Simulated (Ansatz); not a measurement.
Here is the system:

ZrC:
```cif
data_CZr
_chemical_formula_sum 'Zr1 C1'
_space_group_name_H-M_alt 'P 1'
_space_group_IT_number 1
_cell_length_a 3.32938
_cell_length_b 3.32938
_cell_length_c 3.32938
_cell_angle_alpha 60.000
_cell_angle_beta 60.000
_cell_angle_gamma 60.000
loop_
_space_group_symop_operation_xyz
  'x, y, z'
loop_
_atom_site_label
_atom_site_type_symbol
_atom_site_fract_x
_atom_site_fract_y
_atom_site_fract_z
_atom_site_occupancy
Zr1 Zr 0.00000 0.00000 0.00000 1
C1 C 0.50000 0.50000 0.50000 1
```

This is the PBE-relaxed structure.

Question: All from plane-wave PAW PBE (Ansatz code), unless another level is named. Estimate the electronic character.

Answer: metallic (no gap).

Question: What about the formation energy from the elements (no fitted shifts)?

Answer: -83 kJ/mol-atom.

Question: Give the density of states at the Fermi level.

Answer: 0.13 states/eV per atom (mean over ±0.08 eV).

Space group Fm-3m (rock salt). Symmetry was held in the PBE relaxation. No spin polarisation was allowed. The references are the lowest solids computed at this level, not always the standard phases. Scalar-relativistic: spin–orbit coupling is off unless named, which matters more the heavier the elements.

Potentials: the later of the program's two PAW sets.
